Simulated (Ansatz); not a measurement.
Given:

ZnSe:
```xyz
2
Lattice="3.6910 0.0000 0.0000 -1.8455 3.1965 0.0000 0.0000 0.0000 3.3197" Properties=species:S:1:pos:R:3 pbc="T T T"
Zn     0.0000     0.0000     0.0000
Se     1.8455     1.0655     1.6598
```

This is the r²SCAN-relaxed structure.

Question: All from the program Ansatz at the r²SCAN level (PAW), unless another level is named. Estimate the electronic character.

Answer: metallic (no gap).

Question: What about the density of states at the Fermi level?

Answer: 0.33 states/eV per atom (mean over ±0.08 eV).

Question: And the formation energy from the elements (no fitted shifts)?

Answer: -0.26 eV/atom.

Question: And the gap with spin–orbit coupling?

Answer: none (metallic).

Space group P-6m2. The cell is a constructed one: a structure type filled with these elements; neither database checked (COD, Materials Project) lists it. It is not the phase usual at ambient conditions (space group No. 216). The r²SCAN relaxation kept the symmetry of its start; whether a distortion lowers the energy is not shown. The references are the lowest solids computed at this level, not always the standard phases. Scalar-relativistic: spin–orbit coupling is off unless named, which matters more the heavier the elements.

Potentials: the earlier of the program's two PAW sets.
